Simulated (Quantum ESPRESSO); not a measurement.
```
TiS3
1.0
    3.37212     0.00000     0.00000
    0.00000     4.92179     0.00000
    0.00000     0.00000    20.40000
S Ti
6 2
Cartesian
  1.68606   1.43751   2.80444
  0.00000   1.02338  -2.80444
  0.00000   0.00000   0.44362
  1.68606   2.46089  -0.44362
  0.00000   3.89840  -2.80444
  1.68606   3.48428   2.80444
  1.68606   0.00000  -1.32597
  0.00000   2.46089   1.32597
```

The layer was cut from Materials Project entry mp-9920 and relaxed with PBEsol in a cell 20.4 Å high, with the Coulomb interaction truncated along z.

Question: What does PBEsol (Quantum ESPRESSO, PseudoDojo norm-conserving, 84 Ry, without SOC) give for the electronic structure near the Fermi level?

Answer: The PBEsol gap is direct, 0.22 eV at Γ. The valence-band maximum lies 5.36 eV below the vacuum level. 

This is a model layer cut from the bulk structure; whether it is stable on its own was not checked.

Letters of k points follow the standard setting of the lattice, whose axes may be ordered differently from the printed cell.
